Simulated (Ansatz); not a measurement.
**Hg3P2: a bulk modulus from differences**

It was reached by relaxing an invented guess, and it needn't be the stable form of this composition.

All numbers below come from DFT PBE, scalar-relativistic, plane waves, PAW in Ansatz 0.2.0. Cutoff 420 eV, Γ-centred 6×6×6 mesh (5-atom cell), Gaussian smearing of 0.02 eV, no spin polarisation.

```xyz
5
Lattice="3.6187 2.0893 3.5992 -3.6187 2.0893 3.5992 0.0000 -4.1785 3.5992" Properties=species:S:1:pos:R:3 pbc="T T T"
Hg    1.8094    1.0446    1.7996
Hg   -1.8094    1.0446    1.7996
Hg    0.0000   -2.0893    1.7996
P     0.0000    0.0000    3.0704
P     0.0000    0.0000    7.7273
```

The cell was set to several volumes, with shape and atoms relaxed at each where symmetry leaves them free. Pressure is positive in compression, and energies count from the lowest row.

| row | V (Å³/atom) | P (GPa) | ΔE (meV/atom) | gap on mesh (eV) |
| --- | --- | --- | --- | --- |
| 1 | 28.736 | 0.84 | 7.8 | 1.53 |
| 2 | 29.715 | ? | ? | ? |
| 3 | 30.695 | 0.27 | 1.5 | 1.66 |
| 4 | 31.675 | 0.14 | 0.4 | 1.74 |
| 5 | 32.654 | -0.01 | 0.0 | 1.81 |
| 6 | 33.634 | -0.07 | 0.2 | 1.88 |
| 7 | 34.614 | -0.13 | 0.9 | 1.96 |
| 8 | 35.920 | -0.18 | 2.1 | 2.05 |

Question: Find B = −V·ΔP/ΔV from rows 4 and 6 and from rows 1 and 3, and from the two its slope B′ and its value B0 at zero pressure.

Answer: Rows 4 and 6 give −(31.675 + 33.634)/2 × (-0.07 − (0.14))/(33.634 − 31.675) = 3.5 GPa at a mean pressure of 0.04 GPa. Rows 1 and 3 give −(28.736 + 30.695)/2 × (0.27 − (0.84))/(30.695 − 28.736) = 8.6 GPa at a mean pressure of 0.55 GPa. So B′ = (8.6 − 3.5)/(0.55 − (0.04)) = 10.00 and B0 = 3.5 − 10.00 × (0.04) = 3.1 GPa. A third-order Birch–Murnaghan fit to all the energies gives B0 = 3.2 GPa and B′ = 12.2.

Question: Estimate the pressure and energy of row 2.

Answer: From row 5, V0 = 32.654 × (1 + (-0.01)/3.1) = 32.549 Å³/atom. Murnaghan's form P = (B0/B′)·[(V0/V)^B′ − 1] gives (3.1/10.00) × [(32.549/29.715)^10.00 − 1] = 0.46 GPa; the computed pressure is 0.52 GPa, so the estimate is off by -0.06 GPa. The work of compression from row 3, with the mean of the two pressures, gives ΔE = 1.5 + (0.46 + 0.27)/2 × (30.695 − 29.715)/160.2 × 1000 = 3.7 meV/atom (1 eV/Å³ = 160.2 GPa); the computed value is 3.8 meV/atom.

Question: Fit the gap against pressure through the other rows and estimate it at the computed pressure of row 2.

Answer: Over the 7 rows the mean pressure is 0.1229 GPa and the mean gap is 1.804 eV. The sums of products of deviations are S_xx = 0.7467 and S_xy = -0.3482, so the slope is -0.3482/0.7467 = -0.4663 (r = -0.92, rms misfit 0.06 eV). At 0.52 GPa the line gives 1.804 + (-0.4663) × (0.52 − 0.1229) = 1.62 eV. The computed value is 1.59 eV, so the line is off by +0.03 eV, no more than the largest miss among the fitted rows (0.10 eV). The rows follow a line poorly: the gap bends, or the lowest transition changes along the series.

No dispersion correction is applied, so the spacing and binding between layers, chains or molecules are poorly described. These runs have no spin–orbit coupling, which can matter for Hg. Kohn–Sham gaps at this level usually fall short of measured ones. The missing spin–orbit coupling can work the other way here. All volumes keep the k mesh of the relaxed cell. A structure relaxed within its symmetry needn't be a true minimum.
